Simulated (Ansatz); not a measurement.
Free-standing chains of the atoms of Cu, named by their start (strip: triangular double chain, ladder: square double chain); atoms and period are relaxed, and energies count from relaxed bulk Cu (Fm-3m, 11.31 Å³/atom, gap on the mesh 0.00 eV).

Method: Ansatz, DFT PBEsol, scalar-relativistic, plane waves, PAW.

Cutoff 420 eV; k points 1×1×27 on the computed 2-atom cell (Γ-centred); Gaussian smearing, width 0.05 eV; collinear spin from starting moments 0.5 0.5 μB.

Start (strip chain):

```xyz
2
Lattice="11.0000 0.0000 0.0000 0.0000 9.3000 0.0000 0.0000 0.0000 2.4038" Properties=species:S:1:pos:R:3 pbc="T T T"
Cu    4.4795    4.6500    0.0000
Cu    6.5205    4.6500    1.2019
```

Problem. Give the relaxed structure and its energy.

Solution. The free energy falls by 11 meV/atom.

```
excess energy (eV per host atom) : 1.674
period (Å)                       : 2.340
gap on the mesh (eV)             : 0
size of the moment (μB per cell) : 0.00
```

Relaxed structure:
```yaml
crystal:
  lattice:
    - [11.00000, 0.00000, 0.00000]
    - [0.00000, 9.30000, 0.00000]
    - [0.00000, 0.00000, 2.33972]
  atoms:
    - { symbol: Cu, position: [0.40784, 0.50000, 0.00000] }
    - { symbol: Cu, position: [0.59216, 0.50000, 0.50000] }
```

Each run keeps its start's symmetry and one magnetic start, so lower states can exist.

Time: 3.4 min on 2 threads of Intel(R) Xeon(R) Processor @ 2.50GHz (Skylake/Cascade Lake), with other jobs on the host, peak memory 0.59 GiB.